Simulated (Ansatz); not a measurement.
Relaxed-ion elastic tensor of TiCo (CsCl type, Pm-3m) in GPa (Voigt order), the program Ansatz at the r²SCAN level (PAW); density 6.64 g/cm³, 13.35 Å³ per atom.

```
     1    2    3     4     5     6
-  ---  ---  ---  ----  ----  ----
1  275  102  102   0.0   0.0   0.0
2  102  275  102   0.0   0.0   0.0
3  102  102  275   0.0   0.0   0.0
4  0.0  0.0  0.0  90.0   0.0   0.0
5  0.0  0.0  0.0   0.0  90.0   0.0
6  0.0  0.0  0.0   0.0   0.0  90.0
```

Problem. Is the crystal mechanically stable?

Solution. Yes: the smallest eigenvalue of C is 90.0 GPa.

Problem. Work out the Voigt, Reuss and Hill averages.

Solution. K_V = 160, K_R = 160, K_H = 160; G_V = 88.6, G_R = 88.6, G_H = 88.6 GPa.

Problem. Give Young's modulus, Poisson's ratio, Pugh's ratio and the universal anisotropy index.

Solution. E = 9KG/(3K + G) = 224 GPa; ν = 0.27; K/G = 1.81 (near the Pugh limit of 1.75, no verdict); A_U = 5G_V/G_R + K_V/K_R − 6 = 0.00.

Problem. Estimate the sound speeds and the Debye temperature.

Solution. v_l = √((K + 4G/3)/ρ) = 6470 m/s, v_t = √(G/ρ) = 3650 m/s, mean 4060 m/s; Θ = (h/k)(3n/4πV)^(1/3) v_m = 510 K.

Symmetry was held in the r²SCAN relaxation, as lowered by the spin order. Spin order of the final state: ferrimagnetic, chosen from 4 collinear starts compared on coarse meshes (ties went to the first, and starts can fall back to one state), not a proven ground state. Other orbital occupations within this spin state were not tried. As this level gives no gap, shear constants depend on the k-mesh and smearing (Fermi–Dirac, 0.1 eV here).

Potentials: the later of the program's two PAW sets.
